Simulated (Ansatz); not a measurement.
Al (bcc (W type), Im-3m) under volume change, DFT-LDA in the program Ansatz with PAW potentials, scaled uniformly.

| V (Å³/atom) | E − E(relaxed) (meV/atom) | P (GPa) |
|---|---|---|
| 14.763 | 35.8 | 8.50 |
| 15.250 | 15.1 | 5.22 |
| 15.736 | 3.6 | 2.41 |
| 16.223 | 0.0 | 0.00 |
| 16.710 | 3.2 | -2.09 |
| 17.196 | 12.4 | -3.87 |
| 17.683 | 26.5 | -5.38 |

### Question
What does a third-order Birch–Murnaghan fit give for V₀, B₀ and B′?

### Answer
V₀ = 16.22 Å³/atom, B₀ = 74.5 GPa, B′ = 4.1.

The workflow started from a Materials Project entry (that database holds measured and hypothetical structures alike); the Crystallography Open Database copy checked does not list it. It is not the phase usual at ambient conditions (space group No. 225). The LDA relaxation kept the symmetry of its start. At this level the phase is mechanically unstable.

Potentials: the later of the program's two PAW sets.
